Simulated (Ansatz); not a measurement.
Bi: pressure against volume, fitted

```
CELL_PARAMETERS angstrom
2.27300 1.31232 3.95400
-2.27300 1.31232 3.95400
0.00000 -2.62463 3.95400
ATOMIC_POSITIONS crystal
Bi 0.23389 0.23389 0.23389
Bi 0.76611 0.76611 0.76611
```

Atoms are numbered in the order listed.

The cell is a measured one (Crystallography Open Database entry 9009658); the temperature and pressure of the measurement aren't taken into account, and nothing was relaxed.

Spin–orbit coupling is left out, though it moves levels of the heavy atoms by tenths of an eV or more.

The calculation used DFT, LDA, all-electron LAPW, scalar-relativistic (Ansatz 0.2.0).

Numerical set-up: a Γ-centred 11×11×11 k mesh, Fermi–Dirac smearing of 0.03 eV, basis error target 0.25 meV/atom, no spin polarisation.

The cell is scaled evenly. Fractional coordinates are held (clamped ions).

```tsv
V (Å³/atom)	P (GPa)
33.260	1.34
34.675	-0.89
35.029	-1.37
35.383	-1.83
35.737	-2.25
36.091	-2.66
36.798	-3.40
37.506	-4.05
```

**Question.** Fit a third-order Birch–Murnaghan curve to the pressures.

**Answer.** P = (3B0/2)(y^(7/2) − y^(5/2))[1 + (3/4)(B0′ − 4)(y − 1)] with y = (V0/V)^(2/3) fits within 0.01 GPa for V0 = 34.070 Å³/atom, B0 = 52.7 GPa and B0′ = 4.66.

**Question.** Predict the pressure at the withheld volume, 33.968 Å³/atom.

**Answer.** There y = 1.0020, so the fit gives 0.16 GPa; the run gave 0.16 GPa.
